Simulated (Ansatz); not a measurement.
A relaxation computed with Ansatz, from input to last step.

```yaml
crystal:
  lattice:
    - [4.3480150733, 0.0, 0.0]
    - [0.0, 4.3480150733, 0.0]
    - [0.0, 0.0, 2.8584780013]
  atoms:
    - { symbol: Cr, position: [0.0, 0.0, 0.0], spin: 1.87 }
    - { symbol: Cr, position: [0.5, 0.5, 0.5], spin: 1.87 }
    - { symbol: O, position: [0.3033029588, 0.3033029588, 0.0] }
    - { symbol: O, position: [0.1966970412, 0.8033029588, 0.5] }
    - { symbol: O, position: [0.6966970412, 0.6966970412, 0.0] }
    - { symbol: O, position: [0.8033029588, 0.1966970412, 0.5] }
basis:
  ecutwfc: 420
kpoints:
  mp_grid: { grid: [8, 8, 12] }
hamiltonian:
  xc: pbesol
scf:
  occupations: { method: gaussian, width: 0.1 }
output:
  forces: true
  stress: true
  eigenvalues: true
  populations: true
magnetization:
  spin_polarized: true
relax:
  adjacent_minimum: "off"
  f_tol: 0.01
  max_steps: 30
  cell: { stress_tol: 0.1, fix: [volume] }
```

```bash
ansatz run input.yaml --threads 2 --pin off --max-ram 5120MiB --backend cpu --events-out ev --progress --plain --runs-dir out
```

The calculation used Ansatz 0.2.0, DFT PBEsol, scalar-relativistic, plane waves, PAW.

The volume is held at 0.97 times that of the relaxed cell.

Of 4 frames 3 are shown, positions in Å and forces in eV/Å; the SCF threshold varies from step to step. Steps run on the plane waves of an earlier cell, with a Pulay correction in the pressure. The basis is chosen afresh for the last frame, the zero of the energies, and at times for earlier ones too; energy and pressure step there, also at an unchanged geometry.

```xyz
6
Lattice="4.3480 0.0000 0.0000 0.0000 4.3480 0.0000 0.0000 0.0000 2.8585" Properties=species:S:1:pos:R:3:forces:R:3 pbc="T T T" step=1 free_energy_over_end_meV_per_atom=0.26 pressure_GPa=8.69
Cr    0.0000    0.0000    0.0000    0.0000    0.0000    0.0000
Cr    2.1740    2.1740    1.4292    0.0000    0.0000    0.0000
O     1.3188    1.3188    0.0000   -0.0767   -0.0767    0.0000
O     0.8552    3.4928    1.4292    0.0767   -0.0767    0.0000
O     3.0292    3.0292    0.0000    0.0767    0.0767    0.0000
O     3.4928    0.8552    1.4292   -0.0767    0.0767    0.0000
6
Lattice="4.3457 0.0000 0.0000 0.0000 4.3457 0.0000 0.0000 0.0000 2.8615" Properties=species:S:1:pos:R:3:forces:R:3 pbc="T T T" step=2 free_energy_over_end_meV_per_atom=0.13 pressure_GPa=8.60
Cr    0.0000    0.0000    0.0000    0.0000    0.0000    0.0000
Cr    2.1729    2.1729    1.4307    0.0000    0.0000    0.0000
O     1.3175    1.3175    0.0000   -0.0583   -0.0583    0.0000
O     0.8554    3.4904    1.4307    0.0583   -0.0583    0.0000
O     3.0282    3.0282    0.0000    0.0583    0.0583    0.0000
O     3.4904    0.8554    1.4307   -0.0583    0.0583    0.0000
6
Lattice="4.3418 0.0000 0.0000 0.0000 4.3418 0.0000 0.0000 0.0000 2.8667" Properties=species:S:1:pos:R:3:forces:R:3 pbc="T T T" step=4 free_energy_over_end_meV_per_atom=0.00 pressure_GPa=8.39
Cr    0.0000    0.0000    0.0000    0.0000    0.0000    0.0000
Cr    2.1709    2.1709    1.4334    0.0000    0.0000    0.0000
O     1.3143    1.3143    0.0000   -0.0027   -0.0027    0.0000
O     0.8566    3.4852    1.4334    0.0027   -0.0027    0.0000
O     3.0275    3.0275    0.0000    0.0027    0.0027    0.0000
O     3.4852    0.8566    1.4334   -0.0027    0.0027    0.0000
```

Time: 52 s on 2 threads of Arm Neoverse V1, with other jobs on the host, peak memory 0.56 GiB.

Moments started parallel, and an antiferromagnetic order may lie lower.